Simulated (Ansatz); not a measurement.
This cell of SnTe (rock salt) is off equilibrium:

```
CELL_PARAMETERS angstrom
      0.00000     3.18559     3.18559
      3.18559     0.00000     3.18559
      3.18559     3.18559     0.00000
ATOMIC_POSITIONS crystal
  Te 0.00000 0.00000 0.00000
  Sn 0.45982 0.45982 0.54018
```

Method: r2SCAN (plane waves to 500 eV, PAW, scalar-relativistic; Ansatz, a first-principles code). k mesh 10×10×10 (Γ-centred), Fermi-Dirac smearing 0.05 eV. Energies are smeared free energies. Compression counts positive. SnTe was relaxed with its symmetry unable to fall. Spin-orbit coupling is left out, though Te is heavy. The PAW data are Ansatz's earlier set.

Problem. Predict the force on every atom, in eV/Å.

Solution. 
```tsv
atom	Fx	Fy	Fz
Te1	0.000	0.000	-0.187
Sn2	0.000	0.000	0.187
```

Problem. Give the stress tensor in GPa and the pressure.

Solution. 
```
   0.26     0.00     0.00
   0.00     0.26     0.00
   0.00     0.00     2.02
```
The pressure, a third of the trace, is 0.85 GPa.

Problem. In it atom 2 sits (0.000, 0.000, -0.256) Å away from its relaxed site. What is its energy relative to the relaxed cell?

Solution. 4.8 meV/cell.

(A displaced cell: forces are minus the slopes of the energy, force constants its curvatures, and phonons follow from these.)
